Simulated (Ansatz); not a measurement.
NaCl₃ (A15 (Cr3Si type), space group No. 223) at seven volumes, the program Ansatz at the PBEsol level (PAW), scaled uniformly. One row is withheld.

```tsv
V (Å³/atom)	P (GPa)
17.765	4.44
18.350	2.69
18.936	1.23
19.522	0.00
20.107	-1.02
20.693	-1.88
21.279	?
```

Q: Fit the shown pressures and predict the withheld one.

A: P = (3/2)B₀(x^(7/2) − x^(5/2))[1 + (3/4)(B′ − 4)(x − 1)] with x = (V₀/V)^(2/3). Least squares on the six rows gives V₀ = 19.523 Å³/atom, B₀ = 37.3 GPa, B′ = 4.92. At V = 21.279, x = 0.9442 and P = -2.60 GPa. The run itself gave -2.59 GPa.

Space group Pm-3n (A15 (Cr3Si type)). The workflow started from a Materials Project entry (that database holds measured and hypothetical structures alike); the Crystallography Open Database copy checked does not list it. Its standing as an ambient phase is unchecked. Symmetry was held in the PBEsol relaxation. At this level the phase is mechanically unstable.

Potentials: the later of the program's two PAW sets.
